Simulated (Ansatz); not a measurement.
# Ca (Fm-3m), two-dimensional strain map

Method: DFT r2SCAN, scalar-relativistic, plane waves, PAW in Ansatz 0.2.0. Settings: plane waves to 500 eV, k-mesh 14×14×14 (Γ-centred), Gaussian smearing 0.15 eV. No spin polarisation. Energies are free energies at this smearing, counted from the undisturbed cell; pressure is positive in compression.

The starting cell (as given, not relaxed at this level; it stands at -0.2 GPa):

```
Ca
1.0
     0.00000    2.79420    2.79420
     2.79420    0.00000    2.79420
     2.79420    2.79420    0.00000
Ca
1
Direct
  0.00000 0.00000 0.00000
```

The cell is strained by p along both x and y and by q along z, fractional coordinates fixed. Points are written (p, q).

Energy above the undisturbed cell in meV/atom (a dash: not computed):

| p \ q | -0.030 | 0.000 | 0.030 |
| --- | --- | --- | --- |
| -0.030 | 15.8 | 6.5 | 3.7 |
| 0.000 | 1.2 | 0.0 | 4.3 |
| 0.030 | 5.4 | 11.8 | – |

Pressure in GPa:

```csv
p \ q,-0.030,0.000,0.030
-0.030,1.6,1.0,0.4
0.000,0.4,-0.2,-0.7
0.030,-0.7,-1.1,–
```